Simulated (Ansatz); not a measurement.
Consider the following.

Se:
```xyz
3
Lattice="4.0372 0.0000 0.0000 -2.0186 3.4964 0.0000 0.0000 0.0000 5.1227" Properties=species:S:1:pos:R:3 pbc="T T T"
Se     1.0044     0.0000     4.2689
Se    -0.5022     0.8699     0.8538
Se     1.5164     2.6265     2.5613
```

This is the PBEsol-relaxed structure. Cartesian axes are those of the cell as given.

**Question.** All from PBEsol in the plane-wave PAW code Ansatz, unless another level is named. Predict the Debye temperature from the elastic constants.

**Answer.** 215 K.

**Question.** Predict the piezoelectric stress constants (proper, relaxed ions, C/m²).

**Answer.** e11 = -1.03, e12 = e26 = 1.03, e14 = -0.16, e25 = 0.16.

Space group P3_121 (trigonal Se type). Symmetry was held in the PBEsol relaxation. A crystal of weakly bound chains computed without a dispersion correction: the cell and the soft elastic constants depend strongly on that.

Potentials: the later of the program's two PAW sets.
